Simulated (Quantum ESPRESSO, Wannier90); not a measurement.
**Tight-binding from DFT: SrAlGe (P-6m2)**

Structure: Materials Project mp-13311, symmetrised, not relaxed again. Not found in the COD (Crystallography Open Database) copy used; not checked further. Level: PBEsol, no spin polarisation, no spin-orbit coupling; pw.x of Quantum ESPRESSO at 63 Ry with PseudoDojo potentials, 6×6×6 k-points, Wannier90. Density: 12×12×6 mesh, cold smearing 0.01 Ry. Spin-orbit coupling, left out, would split the p-like bands by a few tenths of an eV.

```
begin unit_cell_cart
ang
    4.2965197974    0.0000000000    0.0000000000
   -2.1482598987    3.7208952924    0.0000000000
    0.0000000000    0.0000000000    4.7790200000
end unit_cell_cart
mp_grid = 6 6 6
```

Problem. Which shells of neighbouring k-points and which b-vectors and weights does Wannier90 pick for this cell and mesh?

Solution. 
```
 *---------------------------------- K-MESH ----------------------------------*
 +----------------------------------------------------------------------------+
 |                    Distance to Nearest-Neighbour Shells                    |
 |                    ------------------------------------                    |
 |          Shell             Distance (Ang^-1)          Multiplicity         |
 |          -----             -----------------          ------------         |
 |             1                   0.219124                      2            |
 |             2                   0.281437                      6            |
 |             3                   0.356682                     12            |
 |             4                   0.438248                      2            |
 |             5                   0.487463                      6            |
 |             6                   0.520834                     12            |
 |             7                   0.534449                     12            |
 |             8                   0.562874                      6            |
       ... (lines left out)
 +----------------------------------------------------------------------------+
 | The b-vectors are chosen automatically                                     |
 | The following shells are used:                       1,  2                 |
 +----------------------------------------------------------------------------+
 |                        Shell   # Nearest-Neighbours                        |
 |                        -----   --------------------                        |
 |                          1               2                                 |
 |                          2               6                                 |
 +----------------------------------------------------------------------------+
 | Completeness relation is fully satisfied [Eq. (B1), PRB 56, 12847 (1997)]  |
 +----------------------------------------------------------------------------+
 |                  b_k Vectors (Ang^-1) and Weights (Ang^2)                  |
 |                  ----------------------------------------                  |
 |            No.         b_k(x)      b_k(y)      b_k(z)        w_b           |
 |            ---        --------------------------------     --------        |
 |             1         0.000000    0.000000    0.219124    10.413350        |
 |             2         0.000000    0.000000   -0.219124    10.413350        |
 |             3         0.000000    0.281437    0.000000     4.208394        |
 |             4         0.243732    0.140718    0.000000     4.208394        |
 |             5         0.000000   -0.281437    0.000000     4.208394        |
 |             6         0.243732   -0.140718    0.000000     4.208394        |
 |             7        -0.243732   -0.140718    0.000000     4.208394        |
 |             8        -0.243732    0.140718    0.000000     4.208394        |
```
